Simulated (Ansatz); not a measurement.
The elements of this relaxed trial crystal are hidden behind letters.

```
lattice vectors (Å)
   4.4337    0.0000    0.0000
   0.0000    4.5479    0.0000
   0.0000    0.0000    4.8326
fractional positions
X 0.0000 0.0000 0.5000
Z 0.5000 0.0000 0.0000
```

Computed with Ansatz 0.2.0, DFT PBE, scalar-relativistic, plane waves, PAW. The final run on the 2-atom cell used 420 eV, a Γ-centred 12×12×12 mesh, 0.10 eV smearing and no spin polarisation.

- Space group: Pmmm (No. 47)
- Conventional cell: a = 4.434 Å, b = 4.548 Å, c = 4.833 Å
- Volume per atom: 48.72 Å³
- Density: 3.70 g/cm³
- Formation energy: −1.45 eV/atom
- Gap on the 12×12×12 mesh of the 2-atom cell: 0 eV (a metal)

Energies are uncorrected and count from the elements' standard states at the same level.

Problem. X is an s-block element of period 6 and Z is a p-block element of period 4. Which elements are they?

Solution. X = Ba, Z = Br, so the formula is BaBr. Density times volume gives a mean mass of 3.70 × 48.72/1.6605 = 108.6 u per atom, and this set has 108.6 u. Among the elements that the hints allow, noble gases aside, only these give it. Ba is surrounded by 4 Br at 3.28 Å; Br is surrounded by 4 Ba at 3.28 Å.

An odd number of electrons in the primitive cell allows no gap without spin; a larger cell or a magnetic state could open one. The cell is a metal run without spin; a magnetic state may lie lower. A structure relaxed within its symmetry needn't be a true minimum. Another cell of BaBr relaxed alike, in P6_3/mmc, lies 93 meV/atom lower, so this cell isn't the stable form at this level.
